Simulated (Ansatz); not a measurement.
This cell of CsPbCl₃ (cubic perovskite) is off equilibrium:

```xyz
5
Lattice="5.5618 0.0000 0.0000 0.0000 5.5618 0.0000 0.0000 0.0000 5.5618" Properties=species:S:1:pos:R:3 pbc="T T T"
Cs     0.0000     0.0000     0.0000
Pb     2.7809     2.7809     2.7809
Cl     0.0000     2.7809     2.7809
Cl     2.7809     2.7809     0.0000
Cl     2.7809     0.0000     2.7809
```

The numbers are results of PBEsol (plane waves to 420 eV, PAW, scalar-relativistic; Ansatz, an electronic-structure program), not measurements. k mesh 6×6×6 (Γ-centred), Fermi-Dirac smearing 0.05 eV. The energy includes the smearing's −TS. Compression counts positive. CsPbCl3 was relaxed with its symmetry unable to fall. Spin-orbit coupling is left out, though Pb is heavy. This is a high-temperature form of CsPbCl3.

Give the stress tensor in GPa and the pressure.


```
   0.82     0.00     0.00
   0.00     0.82     0.00
   0.00     0.00     0.82
```
The pressure, a third of the trace, is 0.82 GPa.

It is the relaxed cell scaled evenly to V/V₀ = 0.970, atoms relaxed where free. What is its energy relative to the relaxed cell?

2.7 meV/atom.

(Under strain, the slope of the energy per volume gives the stress and its curvature an elastic modulus.)
